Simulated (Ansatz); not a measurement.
## AgCl (Fm-3m): gap, valleys and masses

```
Ag Cl
1.0
     0.00000    2.67706    2.67706
     2.67706    0.00000    2.67706
     2.67706    2.67706    0.00000
Ag Cl
1 1
Direct
  0.00000 0.00000 0.00000
  0.50000 0.50000 0.50000
```

Conventional cell: a = 5.354 Å, b = 5.354 Å, c = 5.354 Å, α = 90.00°, β = 90.00°, γ = 90.00°. Ag (atom 1) has 6 Cl at 2.68 Å as nearest neighbours. Cl (atom 2) is surrounded by 6 Ag at 2.68 Å.

Level of theory, where no other is named: LDA, all-electron LAPW in Ansatz 0.2.0, scalar-relativistic. k mesh 8×8×8, fixed occupations, basis error target 1 meV/atom. The cell was relaxed by PAW under this functional, which moved its volume by -6 % from the database entry's.

Extrema are searched on a 12×12×12 mesh and refined by Newton steps; masses come from band slopes 0.005 Å⁻¹ away, 1/m* = (1/ħ²) d²E/dk², negative for holes (the finite step makes the lightest masses up to about 3 % heavy). k is in units of the reciprocal vectors.

(1) Where are the band edges, and is the gap direct?

(2) What are the electron masses at the edge?

(3) Several bands lie at or near the hole edge, or its surface isn't an ellipsoid. What are the masses by direction?

(4) Along the Cartesian direction 11-2 the conduction slope is 0.1546 eV·Å one step out. What is it four steps out, and what does that say?

(5) What electronic dielectric constant and refractive index follow from the same bands (independent particles)?

(6) What gap does PAW give in the same cell?

Answers

(1) The valence maximum lies at L (0.000, 0.000, -0.500) and the conduction minimum at Gamma (0.000, 0.000, 0.000), so the Kohn-Sham gap of 0.627 eV is indirect; the least direct gap on the mesh is 3.206 eV.

(2) The principal masses are 0.246, 0.246, 0.246 mₑ. One valley has a density-of-states mass (m₁m₂m₃)^(1/3) = 0.246; the direction-averaged conductivity mass 3/Σ(1/mᵢ) is 0.246 mₑ.

(3) 

| direction | branch from the edge | its level at the point (eV from the edge) | m*/mₑ |
| --- | --- | --- | --- |
| 100 | 1 | 0.000 | -5.17 |
| 100 | 2 | 0.000 | -0.303 |
| 010 | 1 | 0.000 | -5.17 |
| 010 | 2 | 0.000 | -0.303 |
| 001 | 1 | 0.000 | -5.17 |
| 001 | 2 | 0.000 | -0.303 |
| 110 | 1 | 0.000 | -1.09 |
| 110 | 2 | 0.000 | -0.491 |
| 1-10 | 1 | 0.000 | -0.978 |
| 1-10 | 2 | 0.000 | -0.332 |
| 111 | 1 | 0.000 | -0.611 |
| 111 | 2 | 0.000 | -0.451 |
| 11-2 | 1 | 0.000 | -1.69 |
| 11-2 | 2 | 0.000 | -0.5 |

(4) 0.6168 eV·Å, 3.989 times the first; a parabola would give 4, so the band is nearly parabolic here.

(5) ε∞ = (6.20, 6.20, 6.20), so n ≈ √ε∞ = 2.49 (mean over directions) well under the gap and the normal reflectivity is ((n − 1)/(n + 1))² = 0.182. With the conductivity mass, a hydrogenic donor screened by ε∞ alone would bind by 13.6 eV × m*/ε∞² = 87 meV; static screening by the ions makes it shallower. Local fields, left out here, lower ε∞ by several per cent.

(6) 0.627 eV, 0 meV from the LAPW value.

Limits of these numbers: no spin-orbit coupling on heavy atoms; semilocal gaps are low, and what follows the gap (onsets, screening, light masses) shifts with it; without spin-orbit coupling, bands that meet at the valence top are not the light and heavy holes of experiment; the frozen-core PAW files of the compared runs were fitted under PBE, their cores solved anew for this functional.
